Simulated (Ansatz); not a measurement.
## MoS2 with Zr replacing Mo: which input changes reach the field gradients?

Cell: a supercell of MoS2 (space group P6_3/mmc) built from an entry of the Crystallography Open Database (COD), with all atoms left at the host's positions.

Space group P-6m2 (No. 187); a = 9.5070, c = 12.3240 Å, γ = 120.00°.

```
site  Wyckoff  site symmetry       x       y       z
  Zr       1a           -6m2  0.0000  0.0000  0.0000
 Mo2       6l            m..  0.0000  0.3333  0.0000
 Mo6       1c           -6m2  0.3333  0.6667  0.0000
 Mo8       1e           -6m2  0.6667  0.3333  0.0000
Mo10       3k            mm2  0.1111  0.8889  0.5000
Mo12       3k            mm2  0.1111  0.5556  0.5000
Mo14       3k            mm2  0.4444  0.2222  0.5000
 S19       2g            3m.  0.0000  0.0000  0.3730
 S20      12o              1  0.0000  0.3333  0.3730
 S24       2h            3m.  0.3333  0.6667  0.3730
 S26       2i            3m.  0.6667  0.3333  0.3730
 S28       6n            .m.  0.1111  0.8889  0.8730
 S30       6n            .m.  0.1111  0.5556  0.8730
 S32       6n            .m.  0.4444  0.2222  0.8730
```

One atom of each set is listed.

Reference run. Method: Kohn–Sham DFT in Ansatz, PBE, plane waves and PAW, scalar-relativistic, 420 eV cutoff, Γ-centred 3×3×2 k-points, Fermi–Dirac smearing 0.01 eV.

It gives V_zz (10²¹ V/m²) Zr -8.59 (η 0.00), S28 -8.18 (η 0.49), Mo10 -7.39 (η 0.00), among others. Each of these runs changes the input as listed (caps on SCF iterations aside):

A. scf.lower_state_search: not typed → off; scf.convergence.dr2_threshold: not typed → 1e-06; scf.initial_density.chi_scale: not typed → 0.3
B. total_charge: not typed → 1; hamiltonian.hubbard: not typed → {sites: [{species: Mo, l: d, u_eff: 8.0}], double_counting: fll}; scf.initial_density.chi_scale: not typed → 0.1

Task: How does each run end, and how far do the gradients move?

Result: 

| run | Zr V_zz (η) | S28 V_zz (η) | Mo10 V_zz (η) | largest change of a gradient tensor, all atoms | note |
| --- | --- | --- | --- | --- | --- |
| A | -8.59 (0.00) | -8.18 (0.49) | -7.39 (0.00) | 0.00 | converged |
| B | -9.69 (0.00) | -6.52 (0.76) | -22.2 (0.03) | 20 | converged; cell charge +1 on a uniform background; odd number of electrons without spin polarisation |

Run B moves them most, on Mo2 (V_zz from -6.22 to -26.4).

Run B changes total_charge, hamiltonian.hubbard together, so the table can't tell their shares apart.

On the reference run: The run isn't spin-polarised, and a state with spin may lie lower. The defect repeats with the cell of 54 atoms, so it feels its images: sites between two images don't show the values beside a lone defect, and zeros or small values of η there can come from the images' arrangement. Mo and S carry a gradient in the pure host already, so the values there aren't the defect's effect alone. The defect cell has no gap above 0.1 eV on its mesh, so the values can hang on the smearing and the k-mesh. Without spin–orbit coupling (the program notes it for Mo and Zr) the gradients can shift somewhat, as the gap is small. The neighbours have not yet relaxed around the defect (largest force 1.5 eV/Å), so a real crystal will differ.
